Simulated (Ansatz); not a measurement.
Relaxed SnO$_{2}$ (rutile):

```xyz
6
Lattice="4.7692 0.0000 0.0000 0.0000 4.7692 0.0000 0.0000 0.0000 3.2120" Properties=species:S:1:pos:R:3 pbc="T T T"
Sn     0.0000     0.0000     0.0000
Sn     2.3846     2.3846     1.6060
O      1.4607     1.4607     0.0000
O      3.8453     0.9239     1.6060
O      0.9239     3.8453     1.6060
O      3.3085     3.3085     0.0000
```

In this cell atom 3 (O, nearest neighbour Sn at 2.066 Å; its periodic images, 3.2 Å or more away, move with it) is moved by s along Cartesian [110], unit vector (0.707, 0.707, 0.000); all other atoms and the cell stay fixed.

Method: PBEsol (plane waves to 420 eV, PAW, scalar-relativistic; Ansatz, a first-principles code). k mesh 6×6×8 (Γ-centred), Fermi-Dirac smearing 0.05 eV. Left out: 1 of 11 points, with atoms too close for the PAW data. F∥ is the force on the atom along that direction. SnO2 was relaxed with its symmetry unable to fall. 

```json
[
 {"s (Å)": "-0.496", "F∥ (eV/Å)": "25.663"},
 {"s (Å)": "-0.372", "F∥ (eV/Å)": "14.133"},
 {"s (Å)": "-0.248", "F∥ (eV/Å)": "7.332"},
 {"s (Å)": "-0.124", "F∥ (eV/Å)": "3.054"},
 {"s (Å)": "0.000", "F∥ (eV/Å)": "0.000"},
 {"s (Å)": "0.124", "F∥ (eV/Å)": "-2.569"},
 {"s (Å)": "0.248", "F∥ (eV/Å)": "-5.053"},
 {"s (Å)": "0.372", "F∥ (eV/Å)": "-7.637"},
 {"s (Å)": "0.496", "F∥ (eV/Å)": "-10.354"},
 {"s (Å)": "0.620", "F∥ (eV/Å)": "-13.129"}
]
```

**Question.** What is the force constant k = d²E/ds² of this move at s = 0?

**Answer.** 21.9 eV/Å². The forces along the line at the two nearest points give (3.054 − (-2.569)) / (2·0.124) = 22.67 eV/Å²; the next pair corrects for the finite step.

(A displaced cell: forces are minus the slopes of the energy, force constants its curvatures, and phonons follow from these.)
